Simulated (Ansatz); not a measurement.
CuCl:
```cif
data_Cl4Cu4
_chemical_formula_sum 'Cu4 Cl4'
_space_group_name_H-M_alt 'Pnma'
_space_group_IT_number 62
_space_group_name_Hall '-P 2ac 2n'
_cell_length_a 7.22688
_cell_length_b 3.73494
_cell_length_c 5.51527
_cell_angle_alpha 90.000
_cell_angle_beta 90.000
_cell_angle_gamma 90.000
loop_
_atom_site_label
_atom_site_type_symbol
_atom_site_symmetry_multiplicity
_atom_site_Wyckoff_symbol
_atom_site_fract_x
_atom_site_fract_y
_atom_site_fract_z
_atom_site_occupancy
Cu1 Cu 4 c 0.12132 0.25000 0.03956 1
Cl1 Cl 4 c 0.12965 0.75000 0.27075 1
```

Relaxed with PBEsol. 

Task: HSE06 on this cell (Ansatz, a first-principles code, PAW) gives a gap of 2.29 eV. What does PBEsol give?

Result: 0.64 eV.

Cost on shared cores: the PBEsol run (SCF on a 4×8×5 mesh, then bands and DOS) around 2.2 core-minutes (rough), the HSE06 run (SCF on 3×5×3, then a few points) about 7 core-minutes (a rough figure); the tasks are unlike.

The start of the workflow was typed in or built on a structure type; neither database checked (COD, Materials Project) lists it. It is not the phase usual at ambient conditions (space group No. 216). The PBEsol relaxation kept the symmetry of its start; of distortions, only those at the zone centre were tested, and some modes there are weakly imaginary. The workflow began spin-polarised and lost its moments.

Potentials: the later of the program's two PAW sets.

Ansatz is a plane-wave DFT program.
